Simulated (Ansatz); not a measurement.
Ti5Si:
```cif
data_Si3Ti15
_chemical_formula_sum 'Ti15 Si3'
_space_group_name_H-M_alt 'R32 :H'
_space_group_IT_number 155
_space_group_name_Hall 'R 3 2"'
_cell_length_a 5.04796
_cell_length_b 5.04796
_cell_length_c 13.31513
_cell_angle_alpha 90.000
_cell_angle_beta 90.000
_cell_angle_gamma 120.000
loop_
_atom_site_label
_atom_site_type_symbol
_atom_site_symmetry_multiplicity
_atom_site_Wyckoff_symbol
_atom_site_fract_x
_atom_site_fract_y
_atom_site_fract_z
_atom_site_occupancy
Ti1 Ti 6 c 0.00000 0.00000 0.15142 1
Ti2 Ti 9 d 0.00000 0.60457 0.00000 1
Si1 Si 3 b 0.00000 0.00000 0.50000 1
```
(The calculation used a cell of 6 atoms; values per cell refer to that cell.)

Relaxed at zero pressure with plane-wave PAW PBE (Ansatz code).

**Question.** The volume is lowered by 9 % and shape and atoms relax at that volume. What pressure results, and how do the axes share the change?

**Answer.** 13.6 GPa; a -3.5 %, b -3.5 %, c -2.3 %; the energy rises by 58 meV/atom.

**Question.** Give the new structure.

**Answer.** 
Space group R32, hexagonal axes (No. 155); a = b = 4.8710 Å, c = 13.0130 Å, α = β = 90.00°, γ = 120.00°

```json
[
 {"atom": "Ti", "site": "6c", "symmetry": "3.", "x": "0.0000", "y": "0.0000", "z": "0.1513"},
 {"atom": "Ti", "site": "9d", "symmetry": ".2", "x": "0.0000", "y": "0.6075", "z": "0.0000"},
 {"atom": "Si", "site": "3b", "symmetry": "32", "x": "0.0000", "y": "0.0000", "z": "0.5000"}
]
```

The phase is kept; no other phase was compared at this pressure.

The workflow started from a Materials Project entry (that database holds measured and hypothetical structures alike); the Crystallography Open Database copy checked does not list it. Its standing as an ambient phase is unchecked. Symmetry was held in the PBE relaxation; its stability against distortions is not shown here. The run is not spin-polarised.

Potentials: the later of the program's two PAW sets.
